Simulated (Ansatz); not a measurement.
# AlN: a ladder of calculations

Cell of run 1: an entry of the Crystallography Open Database (COD) (the entry's cell lengths or inner coordinates differ somewhat from later room-temperature determinations), taken as it stands.

```
Al N
1.0
     3.11300    0.00000    0.00000
    -1.55650    2.69594    0.00000
     0.00000    0.00000    4.98100
Al N
2 2
Direct
  0.33333 0.66667 0.00000
  0.66667 0.33333 0.50000
  0.33333 0.66667 0.38000
  0.66667 0.33333 0.88000
```

Atoms are numbered from 1 in the order listed; like atoms form one site, named after its first atom.

Relaxed positions (PBE, cell held):

```
CELL_PARAMETERS angstrom
3.11300 0.00000 0.00000
-1.55650 2.69594 0.00000
0.00000 0.00000 4.98100
ATOMIC_POSITIONS crystal
Al 0.33333 0.66667 0.99902
Al 0.66667 0.33333 0.49902
N 0.33333 0.66667 0.38098
N 0.66667 0.33333 0.88098
```

All runs are DFT with Ansatz 0.2.0 (plane waves and PAW, scalar-relativistic unless spin–orbit coupling is named, Γ-centred meshes, Fermi–Dirac smearing where given) in this cell.

Run 1: PBE, atoms as given; 420 eV, 11×11×6 k-points, smearing 0.02 eV.
Run 2: PBE, atoms relaxed; 420 eV, 11×11×6 k-points, smearing 0.02 eV.
Run 3: r2SCAN, at the relaxed atoms; 500 eV, 11×11×6 k-points, smearing 0.02 eV.
Run 4: LDA, at the relaxed atoms; 420 eV, 11×11×6 k-points, smearing 0.02 eV.

| run | Al V_zz (η) |
| --- | --- |
| 1 | 0.25 (0.00) |
| 2 | 0.48 (0.00) |
| 3 | 0.49 (0.00) |
| 4 | ? |

V_zz in 10²¹ V/m²; 1 of the 2 sets of like atoms are followed.

(1) Estimate the row of run 4.

## Answers

(1) Al: 0.48 (0.00). It lies nearest to run 2, from whose tensors on these sites it differs by 0.00 at most (largest principal value of the difference). Taken one at a time, the positions of the atoms (as given or relaxed) move the tensors on these sites by up to 0.23 (largest principal value of the change, on Al), the functional (between the two that differ most) by 0.01.

With these PAW files V_zz is typically within 2 to 3 % of all-electron values, but misses above 10 % occur on Al. Run 1: The values hang on the deposited positions: relaxing the atoms moves V_zz on Al from 0.25 to 0.48.
